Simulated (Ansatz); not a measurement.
AlSn4Se8:
```xyz
13
Lattice="7.7328 0.0000 0.0000 -3.8664 6.6968 0.0000 0.0000 0.0000 6.3657" Properties=species:S:1:pos:R:3 pbc="T T T"
Se     1.8971     1.0953     4.6491
Se     0.0000     4.4646     4.7919
Se     5.8357     1.0953     4.6491
Se     3.8664     4.5062     4.6491
Sn     0.0000     0.0000     0.0000
Sn    -1.9332     3.3484     0.0000
Sn     3.8664     0.0000     0.0000
Sn     1.9332     3.3484     0.0000
Se     0.0000     2.1906     1.7166
Se    -1.9693     5.6015     1.7166
Se     3.8664     2.2323     1.5738
Se     1.9693     5.6015     1.7166
Al     0.0000     0.0000     3.1829
```

Relaxed with r²SCAN+D4. Special points in fractions of this cell's reciprocal vectors: Γ (0.000, 0.000, 0.000); M (0.500, 0.000, 0.000); K (0.333, 0.333, 0.000); A (0.000, 0.000, 0.500); L (0.500, 0.000, 0.500); H (0.333, 0.333, 0.500).

Question: List the band energies nearest the Fermi level at these points for r²SCAN+D4 in the plane-wave PAW code Ansatz.

Answer: In eV from the Fermi level; about four levels below and three above (degenerate sets whole), none deeper than 8.9 eV; points with the same levels are listed once.

| k | below | above |
|---|---|---|
| Γ | -1.40 -0.63 -0.03 -0.03 | 0.12 1.70 2.04 2.04 |
| M | -1.57 -1.30 -0.67 -0.09 | 0.56 0.65 2.20 |
| K | -1.79 -1.73 -1.73 -0.92 | 0.52 0.52 0.52 |
| A | -1.33 -1.33 -1.01 -0.60 -0.60 | 0.22 1.26 2.37 |
| L | -2.10 -2.07 -1.84 -1.62 | 0.16 0.27 0.38 |
| H | -2.21 -2.21 -2.21 -1.86 -1.86 | 0.53 0.63 0.63 |

Space group P-3m1. A made-up cell: these elements were put on the sites of a structure type; neither database checked (COD, Materials Project) lists it. Whether it is the stable phase at ambient conditions was not checked. The r²SCAN+D4 relaxation kept the symmetry of its start; its stability against distortions is not shown here. With an odd number of electrons in the cell and no spin polarisation, the count alone makes it a metal. Scalar-relativistic: spin–orbit coupling is off unless named, which matters more the heavier the elements.

Potentials: the later of the program's two PAW sets.
